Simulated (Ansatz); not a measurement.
**Ansatz 0.2.0, settings compared: NaAg2**

The command:

```bash
ansatz run input.yaml --threads 1 --pin off --max-ram 2560MiB --backend cpu --events-out ev --progress --plain --runs-dir out
```

Input:

```yaml
crystal:
  lattice:
    - [0.0, 3.96462862, 3.96462862]
    - [3.96462862, 0.0, 3.96462862]
    - [3.96462862, 3.96462862, 0.0]
  atoms:
    - { symbol: Ag, position: [0.625, 0.625, 0.625] }
    - { symbol: Ag, position: [0.125, 0.625, 0.625] }
    - { symbol: Ag, position: [0.625, 0.625, 0.125] }
    - { symbol: Ag, position: [0.625, 0.125, 0.625] }
    - { symbol: Na, position: [0.0, 0.0, 0.0] }
    - { symbol: Na, position: [0.25, 0.25, 0.25] }
  symmetry: { tolerance: 0.0003 }
kpoints:
  mp_grid: { grid: [4, 4, 4], shift: [0, 0, 0] }
magnetization:
  spin_polarized: false
scf:
  occupations: { method: fermi_dirac }
hamiltonian:
  pseudopotentials: { kind: paw }
  xc: r2scan
basis:
  ecutwfc: 500
output:
  forces: true
  stress: true
  eigenvalues: true
relax:
  max_steps: 40
  cell: {}
```

Origin of the cell: a database entry, scaled a little.

The smearing width isn't typed, so it takes its default of 0.1 eV.

Output of this run (shortened):

```
Pseudopotentials: kind: paw
Pseudopotential: Ag, paw, valence charge 19, recommended cutoff 500 eV (meta_gga), Ag.paw.azcp
Pseudopotential: Na, paw, valence charge 9, recommended cutoff 500 eV (meta_gga), Na.paw.azcp
Functional definition: r2SCAN
  exchange = r2scan_x(k0 = k0, k1 = k1, a1 = a1)
  correlation = r2scan_c
Crystal: 6 atoms, lattice volume = 124.634 Å³
Basis set: ecut = 500 eV, 3143 PW (Γ), exchange–correlation on 180×180×180 points (64 copies of the dense FFT grid, shifted against one another)
Bands: 57, of which v1, the nominal top of the filled ones, is band 47 counted from 1 (46 counted from 0)
Symmetry: 48 space group operations
Space group: Fd-3m (ITA 227), of the structure as read, at distance tolerance 1.5e-3 Å
[… 7 lines left out …]
Initial density: superposition of atomic densities (neutral atoms: chi_scale 0, normalization atom), corrected by the library's trained network
Functional: x = r2scan, c = r2scan; τ floored in thin density (d = 2e-4 eV/Å³)
SCF iter   1: F=—  HF=-33393.497252 eV  Δρ=9.73e-3  dr2=1.06e-1  dr2_τ=4.84e-3  defer=12
SCF iter   2: F=—  HF=-33393.509717 eV  Δρ=9.51e-3  dr2=8.00e-2  dr2_τ=4.59e-3  defer=17
SCF iter   3: F=—  HF=-33393.488195 eV  Δρ=1.56e-3  dr2=4.86e-3  dr2_τ=1.40e-4  defer=17
SCF iter   4: F=—  HF=-33393.487288 eV  Δρ=4.21e-4  dr2=4.02e-4  dr2_τ=6.23e-6  defer=17
SCF iter   5: F=—  HF=-33393.487362 eV  Δρ=1.51e-4  dr2=3.77e-5  dr2_τ=1.02e-6  defer=17
SCF iter   6: F=—  HF=-33393.487472 eV  Δρ=2.09e-5  dr2=6.95e-7  dr2_τ=1.62e-8  defer=17
SCF iter   7: F=-33393.487473 eV  HF=-33393.487473 eV  Δρ=3.90e-6  dr2=1.60e-8  dr2_τ=1.04e-9
relax step   1: F+E_penalty+E_count = -33393.487473 eV  Δ(F+E_penalty+E_count) = +0.000e0 eV  max|allowed force component| = 8.481e-18 eV/Å  Δτ_max = 0.0000 Å  P = +0.004 GPa  Ω = 124.634 Å³ […]
relax step   2: F+E_penalty+E_count = -33393.487473 eV  Δ(F+E_penalty+E_count) = -1.058e-8 eV  max|allowed force component| = 5.782e-18 eV/Å  Δτ_max = 0.0000 Å  P = +0.004 GPa  Ω = 124.634 Å³  stress off target by 3.69e-3 GPa […]
SCF 2 converged in 4 iterations: F = -33393.487473 eV  dr2 = 4.51e-11
basis re-selected at this cell: Δ(F+E_penalty+E_count) = -1.058e-8 eV, ΔP = +0.000 GPa vs the last step (what re-selecting the basis moved, of the pressure what is left beyond the Pulay corre […]
SCF converged after 4 iterations
Free energy (F): -33393.487473 eV
Harris-Foulkes:  -33393.487473 eV  (|F-HF|=2.91e-11)
Internal energy: -33393.400134 eV  (E = F + TS)
E sigma→0 (E₀):  -33393.443804 eV
Entropy (-TS):   -0.087339 eV (-14.556 meV/atom)
Fermi energy:    11.095782 eV
--- Per-component energies (eV) ---
  E_band       = -1863.917087
  E_kinetic    = 2354.509087
  E_local      = -14363.281525  (includes V_loc(G=0)·N_el)
  E_nonlocal   = 554.436768
  E_hartree    = 6240.340006
  E_xc         = -786.807732
  E_vxc        = -1163.654011  (∫ρ·V_xc dr)
  E_paw        = -16223.686662  (= ΣΔE_a)
  E_vpaw       = -1813.709574  (= ΣTr[D̂ρ^β])
  E_aug_tail   = 0.000242  (compensation charges beyond the density's cutoff)
  E_vtau       = 87.101144  (kinetic-family band-sum trace: ∫τ·v_τ [+ j·A + Jᵃ·Aᵃ] dr)
  E_ewald      = -11166.820540
  E_core_change = -2.089778  (= ΣΔE_core)
  E_smearing   = -0.087339  (= −TS)
  Σ components = -33393.487473   (vs F -33393.487473, Δ=0.00e0)
--- Forces (eV/Å), atoms counted from 1 ---
  atom   1  Ag     0.000000    -0.000000    -0.000000
  atom   2  Ag     0.000000    -0.000000     0.000000
  atom   3  Ag     0.000000    -0.000000     0.000000
  atom   4  Ag     0.000000    -0.000000    -0.000000
  atom   5  Na    -0.000000     0.000000     0.000000
  atom   6  Na     0.000000     0.000000     0.000000
  max |Σ_I F_I| component: 6.94e-18 eV/Å
--- Stress (GPa, compression-positive) ---
        0.003695       0.000000      -0.000000
        0.000000       0.003695      -0.000000
        0.000000      -0.000000       0.003695
  P = ⅓ Tr σ = 0.0037 GPa (0.037 kbar)
--- Relaxed structure (1 steps of the walk, 1 accepted, 1 SCFs on fresh bases) ---
  F+E_penalty+E_count = -33393.487473 eV   max|allowed force component| = 5.782e-18 eV/Å   (the final SCF, on the basis selected at the relaxed cell)
  cell:  # Å, volume = 124.6343 Å³
    - [0.0, 3.964629, 3.964629]
    - [3.964629, 0.0, 3.964629]
    - [3.964629, 3.964629, 0.0]
  atoms:
    - { symbol: Ag, position: [0.625, 0.625, 0.625] }
    - { symbol: Ag, position: [0.125000, 0.625, 0.625] }
    - { symbol: Ag, position: [0.625, 0.625, 0.125000] }
    - { symbol: Ag, position: [0.625, 0.125000, 0.625] }
    - { symbol: Na, position: [0.0, 0.0, 0.0] }
    - { symbol: Na, position: [0.25, 0.25, 0.25] }
```

The same input was run again with these changes:

1. `hamiltonian.xc` r2scan → pbesol; `scf.lower_state_search` default → light
2. `scf.lower_state_search` default → "off"; `scf.initial_density.chi_scale` default → 0.0; `kpoints.mp_grid.shift` [0, 0, 0] → [0.5, 0.5, 0.5]
3. `scf.lower_state_search` default → light

| run | end | SCF iterations | volume (Å³/atom) | max force component (eV/Å) | moment (μB) | ΔE(σ→0) (meV/atom) |
| --- | --- | --- | --- | --- | --- | --- |
| base | converged | 11 | 20.77 | 0.000 | – | 0 |
| 1 | converged | 22 | 20.23 | 0.000 | – | – |
| 2 | converged | 28 | 20.69 | 0.008 | – | -12.39 |
| 3 | converged | 11 | 20.77 | 0.000 | – | 0.00 |

Energies are compared only where functional, datasets, charge and starting cell are the same.

Caveats of the base run: the k mesh is coarse if the cell is a metal; the relaxation held the start's symmetry, so the end may be a saddle point.

Run 2: the k mesh keeps only part of the crystal's symmetry.

Time of the base run: 15 s on 1 thread of Arm Neoverse V2, on a shared host, peak memory 0.77 GiB, from the program's own first density.
